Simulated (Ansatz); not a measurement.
# Thermal properties of Co2Si6Ni from its phonons

Theory: DFT PBE, scalar-relativistic, plane waves, PAW in Ansatz 0.2.0. Settings: 420 eV plane-wave cutoff, Γ-centred 12×12×4 mesh, Fermi-Dirac smearing of 0.15 eV. No spin polarisation. Phonons by linear response, acoustic sum rule imposed.

Equilibrium structure at this level:
```
Co Si Ni
1.0
     3.79767    0.00000    0.00000
    -1.89884    3.28888    0.00000
     0.00000    0.00000    9.33474
Co Si Ni
2 6 1
Direct
  0.66667 0.33333 0.83227
  0.33333 0.66667 0.16773
  0.00000 0.00000 0.75521
  0.33333 0.66667 0.41261
  0.66667 0.33333 0.08142
  0.66667 0.33333 0.58739
  0.00000 0.00000 0.24479
  0.33333 0.66667 0.91858
  0.00000 0.00000 0.50000
```

It was reached by relaxing an invented guess, and it needn't be the stable form of this composition. In a metal, frequencies and elastic constants depend on the k mesh and the smearing, soft modes and shear constants most. The q mesh is coarse, so values between its points are rough.

Force constants from linear response on a 2×2×1 q mesh, interpolated to a fine mesh.

Q: How much zero-point energy does an atom carry?

A: 52.3 meV.

Q: How large are the vibrational entropy and heat capacity at 300 K?

A: S = 2.54 k_B and C_V = 2.56 k_B per atom, 85 % of the Dulong–Petit value.

Q: Tabulate them against temperature.

A:
```csv
T (K),F_vib (meV/atom),S (k_B/atom),C_V (k_B/atom)
100,51.1,0.48,1.01
200,42.2,1.58,2.13
300,24.3,2.54,2.56
400,-0.9,3.30,2.74
500,-32.1,3.92,2.83
600,-68.3,4.44,2.88
700,-108.5,4.89,2.91
800,-152.4,5.28,2.93
900,-199.4,5.63,2.95
1000,-249.2,5.94,2.96
```
